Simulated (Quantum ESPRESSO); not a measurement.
AlInGa$_{2}$As$_{4}$ (made-up cell) (calculated)

All values are calculated (Quantum ESPRESSO 7.5). Calculation on a made-up crystal cell, not a measurement: periodic Kohn-Sham density functional theory in plane waves with PseudoDojo standard norm-conserving scalar-relativistic pseudopotentials, each functional with its own files (v0.5 for PBE, v0.4.1 for LDA and PBEsol), no spin polarisation, no spin-orbit coupling, atoms not relaxed, stress positive in tension, energies less a fixed whole-eV offset for each atom's element; levels are Kohn-Sham levels at fractions of this cell's reciprocal vectors, counted from the reference band (half the neutral cell's valence electrons, rounded up) at Gamma; error bars cover cutoff and k-mesh only, not smearing or the files; added strain carries the atoms with the cell, and shear is the tensor component; each bar is the largest change over components, and at least 0.002 eV, 0.002 eV per angstrom or 0.02 GPa; energies are for the whole cell, and the offsets were chosen from early runs and are not element reference energies.

Entry: AlInGa$_{2}$As$_{4}$ (made-up cell)

```
AlInGa2As4
1.0
      6.0081     0.0955    -0.0015
      0.0955     5.8943    -0.0348
     -0.0015    -0.0348     6.0064
Ga Al In Ga As
1 1 1 1 4
Direct
  0.02579 -0.00544 -0.03176
  0.00003 0.52632 0.49721
  0.50119 -0.03820 0.51800
  0.51196 0.49802 -0.00320
  0.26235 0.23705 0.23021
  0.23081 0.75415 0.75140
  0.74898 0.25983 0.75446
  0.72957 0.78240 0.24436
```

| Quantity | Value |
| --- | --- |
| lattice type | zincblende/diamond |
| functional | pbe |
| cutoff | 1143 eV |
| fermi dirac smearing | 0.1 eV |
| scf tolerance | 1e-07 eV |
| electrons removed | 0 |
| k mesh | 6 x 6 x 6, shifted by half a step |
| free energy less offsets | 0.7764 eV |
| smearing term minus ts | -0.005672 eV |
| scf iterations | 11 |
| pressure | -0.6744 GPa |
| stress xx | 0.8372 GPa |
| stress yy | 1.096 GPa |
| stress zz | 0.08992 GPa |
| stress yz | -2.828 GPa |
| stress xz | 3.592 GPa |
| stress xy | 2.354 GPa |
| error bar energy | 0.00396 eV |
| error bar stress | 0.02 GPa |
| error bar force | 0.002 eV/Å |
| error bars from | tighter rerun of a related cell |

Atoms:
| atoms element | atom site | atom energy offset (eV) |
| --- | --- | --- |
| Ga | 1 | -2080 |
| Al | 2 | -64 |
| In | 3 | -1808 |
| Ga | 4 | -2080 |
| As | 5 | -2887 |
| As | 6 | -2887 |
| As | 7 | -2887 |
| As | 8 | -2887 |

Forces:
| site | x (eV/Å) | y (eV/Å) | z (eV/Å) |
| --- | --- | --- | --- |
| 1 | -1.686 | 2.019 | 1.867 |
| 2 | -0.5843 | -0.9826 | -0.9137 |
| 3 | -0.9229 | 2.527 | 0.883 |
| 4 | -0.5152 | 0.0925 | 0.6943 |
| 5 | -0.6091 | 0.8415 | 0.4225 |
| 6 | 0.7902 | -2.332 | -0.2255 |
| 7 | 0.893 | 0.02237 | -0.5864 |
| 8 | 2.635 | -2.188 | -2.142 |
